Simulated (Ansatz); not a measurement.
The relaxed structure here is a generated cell of CaSnSe3: the first start was made by placing the elements on the sites of a structure type, and the end was not matched to a known phase here, so it may be hypothetical.

A structure of CaSnSe3 relaxed with r2SCAN (plane waves to 500 eV, PAW, scalar-relativistic; Ansatz, a program for electronic structure); single points at other levels follow on the same geometry (Ansatz, PAW; HSE06 at 420 eV on a 3×2×3 k-mesh; no spin-orbit coupling). Space group Pnma (No. 62).

```
CELL_PARAMETERS angstrom
      7.40480     0.00000     0.00000
      0.00000    10.07404     0.00000
      0.00000     0.00000     6.96789
ATOMIC_POSITIONS crystal
  Ca 0.39987 0.25000 0.96185
  Ca 0.89987 0.25000 0.53815
  Ca 0.60013 0.75000 0.03815
  Ca 0.10013 0.75000 0.46185
  Sn 0.00000 0.00000 0.00000
  Sn 0.50000 0.50000 0.50000
  Sn 0.00000 0.50000 0.00000
  Sn 0.50000 0.00000 0.50000
  Se 0.04528 0.25000 0.14055
  Se 0.54528 0.25000 0.35945
  Se 0.95472 0.75000 0.85945
  Se 0.45472 0.75000 0.64055
  Se 0.31284 0.56627 0.18196
  Se 0.81284 0.93373 0.31804
  Se 0.68716 0.06627 0.81804
  Se 0.18716 0.43373 0.68196
  Se 0.68716 0.43373 0.81804
  Se 0.18716 0.06627 0.68196
  Se 0.31284 0.93373 0.18196
  Se 0.81284 0.56627 0.31804
```

| level | gap (eV) | kind | conduction minimum |
|---|---|---|---|
| r2SCAN | 0.54 | direct | Γ |
| HSE06 | (withheld) | – | (withheld) |

Question: Complete the blanks.

Answer: 
- HSE06, gap (eV): 0.83
- HSE06, conduction minimum: Γ

For this cell size the semilocal gaps come from the SCF mesh and high-symmetry points. No spin polarisation in the result.

The run could not lose the symmetry of its start: the end is stationary, and may be a saddle point rather than a minimum.
